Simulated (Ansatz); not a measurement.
This run works on a proposed trial structure, not on a known crystal.

Input and command of a plane-wave DFT calculation in Ansatz:

```yaml
crystal:
  lattice:
    - [2.6816800795, -1.5679804209, -0.0397380337]
    - [2.6816800795, 1.5679804209, -0.0397380337]
    - [-0.5567923207, 0.0, 5.8927624617]
  atoms:
    - { symbol: Si, position: [0.3614736286, 0.3614736286, 0.6860750916] }
    - { symbol: Si, position: [0.6385263714, 0.6385263714, 0.3139249084] }
    - { symbol: B, position: [0.0, 0.0, 0.5] }
    - { symbol: B, position: [0.6685895487, 0.6685895487, 0.9784562526] }
    - { symbol: B, position: [0.3314104513, 0.3314104513, 0.0215437474] }
basis:
  ecutwfc: 420
kpoints:
  mp_grid: { grid: [12, 12, 6] }
hamiltonian:
  xc: pbe
scf:
  occupations: { method: gaussian, width: 0.1 }
output:
  forces: true
  stress: true
  eigenvalues: true
relax:
  adjacent_minimum: "off"
  f_tol: 0.01
  max_steps: 30
  cell: { stress_tol: 0.1, fix: [volume] }
```

```bash
ansatz run input.yaml --threads 1 --pin off --max-ram 2560MiB --backend cpu --events-out ev --progress --plain --runs-dir out
```

Processor: Intel(R) Xeon(R) Processor @ 2.50GHz (Skylake/Cascade Lake), 1 thread, on a host shared with other jobs.

**Question.** How long does it run, and how much memory does it take?

**Answer.** About 110 s, peak memory 0.47 GiB. It solves 14 bands at 242 k points (after reduction by symmetry) with about 961 plane waves, in 44 SCF iterations over 7 ionic steps.
